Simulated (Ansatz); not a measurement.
Relaxed TiN (rock salt):

```
TiN
1.0
    0.00000     2.12337     2.12337
    2.12337     0.00000     2.12337
    2.12337     2.12337     0.00000
N Ti
1 1
Direct
  0.00000   0.00000   0.00000
  0.50000   0.50000   0.50000
```

Scan: atom 2 (Ti, nearest neighbour N at 2.123 Å; its periodic images, 3.0 Å or more away, move with it) is displaced towards the nearest neighbour, direction (-1.000, 0.000, 0.000) in Cartesian axes, by s. The other atoms stay.

The numbers are results of PBE (plane waves to 420 eV, PAW, scalar-relativistic; Ansatz, an electronic-structure program), not measurements. k mesh 15×15×15 (Γ-centred), Fermi-Dirac smearing 0.05 eV. The energy includes the smearing's −TS. Left out: 2 of 11 points, with atoms too close for the PAW data. With partly filled bands, energies and forces of such displacements shift with the k mesh and the smearing. The PAW data are Ansatz's earlier set. TiN is run without spin polarisation. TiN was relaxed with its symmetry unable to fall. The zero of ΔE is the undisplaced structure. The last digit holds for this mesh only.

```tsv
s (Å)	ΔE (meV/cell)
-0.336	642.3
-0.252	340.4
-0.168	146.8
-0.084	36.2
0.000	0.0
0.084	36.2
0.168	146.8
0.252	340.4
0.336	642.3
```

Problem. What force constant k = d²E/ds² at s = 0 does the table give?

Solution. 10 eV/Å². It is the second difference of the nearest points, corrected with the next pair.

Problem. With k = 10.20 eV/Å² from the forces, is the well harmonic out to s = 0.336 Å?

Solution. ½ks² = 576 meV/cell against the computed 642 meV/cell, so the well is stiffer than harmonic there.

(For displaced atoms, the force is minus the slope of the energy, and its curvature is a force constant, which sets phonon frequencies.)
